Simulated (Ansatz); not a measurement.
PbS (zinc blende, space group No. 216), the program Ansatz at the r²SCAN level (PAW), all energies at zero smearing, with the estimated change up to a 700 eV cutoff added, with one set of potentials and settings (totals compare only within such a set). Cell of 2 atoms (1 S, 1 Pb): -12829.563 eV.

| element | reference phase | E (eV/atom) |
|---|---|---|
| S | P2/c, 32 atoms in the cell | -905.8150 |
| Pb | Fm-3m, 1 atoms in the cell | -11922.9168 |

Formation energy per atom, worked out: (-12829.563 − 1×(-905.8150) − 1×(-11922.9168))/2 = -0.416 eV/atom (-40 kJ per mol of atoms), at 0 K, without zero-point energy or fitted corrections.

Space group F-43m (zinc blende). The start of the workflow was typed in or built on a structure type; neither database checked (COD, Materials Project) lists it. It is not the phase usual at ambient conditions (space group No. 225). The cell was relaxed with r²SCAN under the symmetry of its start. At this level the phase is mechanically unstable. The references are the lowest solids computed at this level, not always the standard phases. Scalar-relativistic: spin–orbit coupling is off unless named, which matters more the heavier the elements.

Potentials: the earlier of the program's two PAW sets.
